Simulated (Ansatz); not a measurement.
ZrRu:
```yaml
crystal:
  lattice:
    - [3.23245, 0.00000, 0.00000]
    - [0.00000, 3.23245, 0.00000]
    - [0.00000, 0.00000, 3.23245]
  atoms:
    - { symbol: Ru, position: [0.00000, 0.00000, 0.00000] }
    - { symbol: Zr, position: [0.50000, 0.50000, 0.50000] }
```

Relaxed with PBEsol.

Question: Map the electron localisation function on the plane through (0.000, 0.000, 0.000) spanned by u = [1, 0, 0] and v = [0, 1, 1] in lattice vectors, from plane-wave PAW PBEsol (Ansatz code).

Answer: x is the fraction of u, y of v (the angle between them is 90°; rows are the nearest grid lines); atoms in the plane: Ru at (0.00, 0.00), Zr at (0.50, 0.50).
```
|.-##=..-+-..=##-.|
|-+##=.:=+=:.=##+-|
|#%%#-::=+=::-#%%#|
|%%#+-:-===-:-+#%%|
|**+=---------=+**|
|-----::...::-----|
|----:.......:----|
|=--:.:-+*+-:.:--=|
|=-:.:+%@@@%+:.:-=|
|-:..=%@@@@@%=..:-|
|:. :*@@#+#@@*: .:|
|.. :#@%: :%@#: ..|
|.. :#@%: :%@#: ..|
|:. :*@@#+#@@*: .:|
|-:..=%@@@@@%=..:-|
|=-:.:+%@@@%+:.:-=|
|=--:.:-+*+-:.:--=|
|----:.......:----|
|-----::...::-----|
|**+=---------=+**|
|%%#+-:-===-:-+#%%|
|#%%#-::=+=::-#%%#|
|-+##=.:=+=:.=##+-|
|.-##=..-+-..=##-.|
```
Scale: ten equal steps from 0.053 (start of ' ') to 0.809 (end of '@'), in the order ' .:-=+*#%@'; x runs from 0.000 to 1.00, y from 0.000 (bottom) to 1.00 (top).

The density is the valence pseudo-density with augmentation charge, so density and ELF within about 1 Å of a nucleus are not all-electron values.

Space group Pm-3m (CsCl type). The workflow started from an entry of the Crystallography Open Database (COD). Its standing as an ambient phase is unchecked. Symmetry was held in the PBEsol relaxation; its stability against distortions is not shown here. The run is not spin-polarised.

Potentials: the later of the program's two PAW sets.
